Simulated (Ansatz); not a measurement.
## Tl₂NiF₆, a known structure type with other elements, at an estimated volume

```xyz
9
Lattice="0.0000 3.9935 3.9935 3.9935 0.0000 3.9935 3.9935 3.9935 0.0000" Properties=species:S:1:pos:R:3 pbc="T T T"
F     1.6134    3.9936    3.9936
F     3.9936    1.6134    3.9936
F     6.3737    3.9936    3.9936
F     3.9936    6.3737    3.9936
F     3.9936    3.9936    1.6134
F     3.9936    3.9936    6.3737
Ni    0.0000    0.0000    0.0000
Tl    1.9968    1.9968    1.9968
Tl    5.9903    5.9903    5.9903
```

Method: PBE, no spin polarisation; PAW, plane waves to 420 eV, 6×6×6 Γ-centred mesh, fermi-dirac occupations (width 0.1 eV) (Ansatz 0.2.0), atoms fixed.

**Question.** Give the Bader charges.

**Answer.** Bader charges in e: Tl +0.88, Ni +1.87, F -0.61. In the mean Ni gives up most and F takes most.

**Question.** Is it stable against the elements?

**Answer.** -1.30 eV an atom against the elements' usual phases (free molecules for gases, crystals otherwise, with no correction for O₂ or N₂), so it is bound against them; other compounds may still compete. Relaxing would lower it.

**Question.** Which atom feels the largest force, and which way?

**Answer.** The largest is on F2 (and as large on other atoms): 6.68 eV/Å, components (0.00, 6.68, 0.00). It makes 180° with the line to a nearest neighbour, Ni7 at 1.61 Å, pointing away from it.

**Question.** Metal or insulator? Give the gap.

**Answer.** The gap is 1.66 eV, direct at the points sampled.

**Question.** Is the cell too large or too small?

**Answer.** The pressure is 35.0 GPa (compression positive), so with the atoms held at these fractions the cell would first expand; the forces are large, so a full relaxation may end otherwise.

Origin: a known structure type with other elements, at an estimated volume, so it need not be a known compound. Caveats: no spin polarisation, so a magnetic state may lie lower; no spin-orbit coupling, which can shift this gap by tenths of an eV; atoms or cell far from equilibrium.
